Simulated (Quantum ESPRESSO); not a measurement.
Zn3MgS3Cl, a curve over one atom's position

Simulated, not a measurement. The program is pw.x of Quantum ESPRESSO 7.5 (plane-wave density functional theory). The cell is made up: 8 atoms on a wurtzite lattice, with randomly drawn elements, strain and displacements, not relaxed. PseudoDojo standard norm-conserving files (v0.5 for PBE, v0.4.1 for LDA and PBEsol) set the functional; there is no spin polarisation, spin-orbit coupling or dispersion term, and the masses in the input are unused placeholders. A spin-polarised start on this cell or one of its family kept no moment.

Seven runs move atom 1 (Zn, counted in the order of the input) along z and keep all else fixed.

Input of the run at +0.0380:

```
&control calculation='scf', pseudo_dir='./dojo.nc.sr.pbe.v0_5.standard.upf', outdir='./o', disk_io='medium', tprnfor=.true., tstress=.true. /
&system ibrav=0, nat=8, ntyp=4, nbnd=58, ecutwfc=84.00895049, nosym=.true., tot_charge=0,
 occupations='smearing', smearing='fd', degauss=0.0073498644
/
&electrons conv_thr=7.350e-09, electron_maxstep=60, /
ATOMIC_SPECIES
Cl 1.0 Cl.upf
Mg 1.0 Mg.upf
S 1.0 S.upf
Zn 1.0 Zn.upf
CELL_PARAMETERS angstrom
3.7813 -0.0311 0.0
-0.0538 6.6967 0.0907
0.0001 0.0855 6.2959
ATOMIC_POSITIONS angstrom
Zn 0.0182 0.0069 0.0339
Mg 1.8489 3.391 0.082
Zn 1.8838 1.0937 3.2144
Zn -0.0193 4.4844 3.1624
S -0.0081 0.014 2.3909
S 1.9266 3.4502 2.4008
S 1.9668 1.1754 5.5076
Cl -0.0137 4.5572 5.5887
K_POINTS automatic
7 6 6 1 1 1
```

```
shift of atom 1 along z (Å)  free energy less that of the input shown (eV)  Fx on atom 1 (eV/Å)  Fy on atom 1 (eV/Å)  Fz on atom 1 (eV/Å)  pressure (GPa)  iterations
                    -0.1292                                         0.1461                0.379                0.919                1.152            7.67          11
                    -0.1004                                         0.1140                0.360                0.929                1.079            7.60          11
                    -0.0761                                         0.0886                0.344                0.938                1.005            7.55          11
                    +0.0380                                         0.0000                0.275                0.977                0.502            7.39          11
                    +0.0564                                        -0.0082                0.264                0.982                0.392            7.38          11
                    +0.0791                                        -0.0155                0.252                0.989                0.244            7.37          11
                    +0.1027                                        -0.0192                0.239                0.996                0.073            7.38          11
```

A cubic fit gives dFz/dz = -4.81 eV/Å² at zero shift. Across the table the free energy follows the integral of the force to within 0.1 meV. A rerun of one of the cells at 1437 eV and a 9 x 8 x 8 mesh moved values by no more than 0.003 eV in energy, 0.07 GPa in stress and 0.008 eV/Å in force.